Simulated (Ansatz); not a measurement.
**Calculated 65Cu NMR of the central transition for CaCu₂S₂**

Cell: a diffraction structure from the COD, its atoms then relaxed with PBE in this cell.

```
CELL_PARAMETERS angstrom
3.94000 0.00000 0.00000
-1.97000 3.41214 0.00000
0.00000 0.00000 6.52300
ATOMIC_POSITIONS crystal
Ca 0.00000 0.00000 0.00000
Cu 0.33333 0.66667 0.37257
Cu 0.66667 0.33333 0.62743
S 0.33333 0.66667 0.74150
S 0.66667 0.33333 0.25850
```

Sites (sets of like atoms) are named by element and the number of their first atom in this list.

The numbers come from a DFT calculation in Ansatz (LDA, plane waves and PAW, scalar-relativistic, 420 eV cutoff, Γ-centred 8×8×5 k-points, Fermi–Dirac smearing 0.02 eV).

65Cu has I = 3/2 and Q = -204.0 mb (Pyykkö 2018); at 21.1 T its Larmor frequency is ν₀ = 255.4 MHz. Only the quadrupole interaction is simulated: positions count from each site's isotropic chemical shift, and J coupling is left out, as are shift anisotropy and dipolar coupling, which fast spinning averages.

Question: Simulate the second-order pattern (fast magic-angle spinning, Gaussian broadening 0.06 kHz) of site Cu (4 S at 2.39–2.41 Å).

Answer: The calculation gives C_Q = -3.51 MHz and η = 0.00, so ν_Q = 1.76 MHz and the centre of gravity lies at -4.73 ppm (-1.21 kHz).

| offset (kHz) | height |
| --- | --- |
| -3.146 | 0 |
| -3.072 | 0 |
| -2.998 | 3 |
| -2.925 | 4 |
| -2.851 | 4 |
| -2.777 | 4 |
| -2.703 | 4 |
| -2.629 | 5 |
| -2.555 | 5 |
| -2.481 | 5 |
| -2.407 | 5 |
| -2.333 | 5 |
| -2.259 | 5 |
| -2.186 | 5 |
| -2.112 | 5 |
| -2.038 | 6 |
| -1.964 | 8 |
| -1.890 | 69 |
| -1.816 | 68 |
| -1.742 | 47 |
| -1.668 | 40 |
| -1.594 | 36 |
| -1.520 | 34 |
| -1.447 | 32 |
| -1.373 | 32 |
| -1.299 | 31 |
| -1.225 | 31 |
| -1.151 | 31 |
| -1.077 | 32 |
| -1.003 | 33 |
| -0.929 | 34 |
| -0.855 | 36 |
| -0.781 | 38 |
| -0.708 | 42 |
| -0.634 | 48 |
| -0.560 | 60 |
| -0.486 | 100 |
| -0.412 | 66 |
| -0.338 | 1 |
| -0.264 | 0 |

An axis of threefold or higher order runs through Cu, so V_zz lies along it and η is zero.

At this cell the LDA pressure is -8 GPa, so with LDA the cell would shrink if it were relaxed. The largest force is 0.3 eV/Å, so the atoms aren't at the calculated equilibrium and relaxing them would move these values. With a gap of 0.9 eV on this mesh, small gradients can still move by 0.1 × 10²¹ V/m² or more as the k-mesh gets denser.

The run took 12 s of wall time (12 s of CPU time) and 0.44 GiB at its peak, on 1 thread of Arm Neoverse V1 (aarch64; 28 cores open to the job, memory cap 3.0 GiB, no GPU), a shared host with a load of 0.9 a core.
